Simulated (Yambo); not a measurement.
Yambo run on Ca2OsH6 (space group Fm-3m, No. 225). The wavefunctions come from this Quantum ESPRESSO step (LDA, PseudoDojo standard norm-conserving files, scalar-relativistic):

```
&CONTROL
  calculation = 'nscf'
  pseudo_dir = './pseudo'
  outdir = './out'
/
&SYSTEM
  ibrav = 0
  nat = 9
  ntyp = 3
  ecutwfc = 74.0
  ecutrho = 296.0
  occupations = 'fixed'
  force_symmorphic = .true.
  nbnd = 179
/
&ELECTRONS
  conv_thr = 9.000000000000001e-09
  diago_full_acc = .true.
  diago_thr_init = 1e-08
/
ATOMIC_SPECIES
H 1.0080 H.upf
Ca 40.0780 Ca.upf
Os 190.2300 Os.upf
CELL_PARAMETERS angstrom
  0.000000000000   3.614820000000   3.614820000000
  3.614820000000   0.000000000000   3.614820000000
  3.614820000000   3.614820000000   0.000000000000
ATOMIC_POSITIONS crystal
H   0.762820000000   0.237180000000   0.237180000000
H   0.237180000000   0.762820000000   0.762820000000
H   0.237180000000   0.762820000000   0.237180000000
H   0.762820000000   0.237180000000   0.762820000000
H   0.237180000000   0.237180000000   0.762820000000
H   0.762820000000   0.762820000000   0.237180000000
Ca   0.250000000000   0.250000000000   0.250000000000
Ca   0.750000000000   0.750000000000   0.750000000000
Os   0.000000000000   0.000000000000   0.000000000000
K_POINTS automatic
4 4 4 0 0 0
```

Yambo input:

```
rim_cut
gw0
dyson
el_el_corr
HF_and_locXC
ppa
em1d
RandQpts= 1000000
RandGvec= 1 Ry
EXXRLvcs= 74 Ry
VXCRLvcs= 296 Ry
Chimod= "HARTREE"
% BndsRnXp
 5 | 177 |
%
NGsBlkXp= 8 Ry
% LongDrXp
 1.0 | 1.0 | 1.0 |
%
PPAPntXp= 27.2114 eV
% GbndRnge
 1 | 177 |
%
GTermKind= "BG"
DysSolver= "n"
ExtendOut
% QPkrange
 1 | 1 | 21 | 22 |
 3 | 3 | 21 | 22 |
 7 | 7 | 21 | 22 |
 8 | 8 | 21 | 22 |
%
```

k points by index: 1 = Γ, 3 = L, 7 = X, 8 = W.

Table of the .qp output:

```
#    K-point    Band    Eo [eV]    E [eV]    E-Eo [eV]    Vxc [eV]    Vnlxc [eV]    Sc|Eo [eV]    Sc|E [eV]    dSc/dw|Eo [eV]    Re(Z)    Im(Z)
#
    1    21    -0.171754    -0.644252    -0.472498    -16.73982    -20.03891    2.703405    2.826591    -7.092794    0.793236    -0.001279
    1    22    4.280515    5.833125    1.552610    -14.86743    -8.153604    -4.797960    -5.161213    -6.365839    0.810410    -0.001274
    3    21    -0.141858    -0.549806    -0.407948    -16.80132    -19.95498    2.639425    2.745712    -7.087930    0.793349    -0.001277
    3    22    3.979871    5.004884    1.025013    -11.46456    -6.071864    -4.152482    -4.367686    -5.712444    0.826494    -0.001147
    7    21    -0.009376    -0.373844    -0.364468    -17.13116    -20.21962    2.628847    2.723994    -7.101780    0.793028    -0.001283
    7    22    2.536132    3.544321    1.008189    -13.91478    -9.046538    -3.642219    -3.860049    -5.878740    0.822340    -0.001142
    8    21    0.000000    -0.364136    -0.364136    -17.16404    -20.27160    2.648313    2.743425    -7.105647    0.792939    -0.001283
    8    22    3.027849    4.095921    1.068072    -13.67432    -8.579990    -3.794075    -4.026255    -5.914709    0.821447    -0.001096
```
(The two width columns are left out.) Convergence of these settings isn't established.

Spin-orbit coupling is not included.

Geometry of the Materials Project entry, not relaxed at this level.

The structure is a Materials Project entry; no match was found in the copy of COD used, and its stability was not checked.
